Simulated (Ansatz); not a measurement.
## One relaxed cell of SnF4 at several levels

A database entry relaxed whole under r2SCAN at zero pressure (I4/mmm, No. 139):

```
Sn F
1.0
    -2.03848    2.03848    3.93235
     2.03848   -2.03848    3.93235
     2.03848    2.03848   -3.93235
Sn F
1 4
Cartesian
  0.0000 0.0000 0.0000
  0.0000 0.0000 1.8863
  0.0000 0.0000 5.9784
  0.0000 2.0385 0.0000
  2.0385 0.0000 0.0000
```

Its volume is 13.07 Å³ an atom, +0.5 % against the entry's 13.01, which is old or was flagged in a check.

Single points on this cell with plane-wave PAW DFT (Ansatz 0.2.0; r2SCAN 500 eV, hybrids 420 eV; fermi-dirac occupations of width 0.020 eV; no moments): r2SCAN on a 10×10×10 Γ-centred mesh; r2SCAN with spin-orbit coupling on a 6×6×6 Γ-centred mesh; HSE06 on a 4×4×4 Γ-centred mesh; PBE0 on a 4×4×4 Γ-centred mesh.

Task: What does each level give for gap and charges?

Result: The runs give:

| level | gap (eV), or kind | pressure (GPa) | Bader charge of Sn (e) | Bader charge of F (e) |
| --- | --- | --- | --- | --- |
| r2SCAN | 4.22 | 0.0 | +2.88 | -0.72 |
| r2SCAN with spin-orbit coupling | 4.23 | 0.0 | +2.87 | -0.72 |
| HSE06 | 5.65 | 0.5 | +2.89 | -0.72 |
| PBE0 | 6.42 | 0.5 | +2.89 | -0.72 |

Under r2SCAN the gap is 4.22 eV, over mesh and band path. HSE06 moves it by +1.43 eV and PBE0 by +2.19 eV; PBE0 keeps its exact exchange at long range, which widens the gap over HSE06's by 0.77 eV on their common mesh. Spin-orbit coupling moves the r2SCAN gap by +0.01 eV.

Caveats: the relaxation kept the start's symmetry; HSE06 is read on its mesh and at the zone's corners, PBE0 on its mesh alone; hybrid pressures are good to a few tenths of a GPa; pressure is positive in compression.
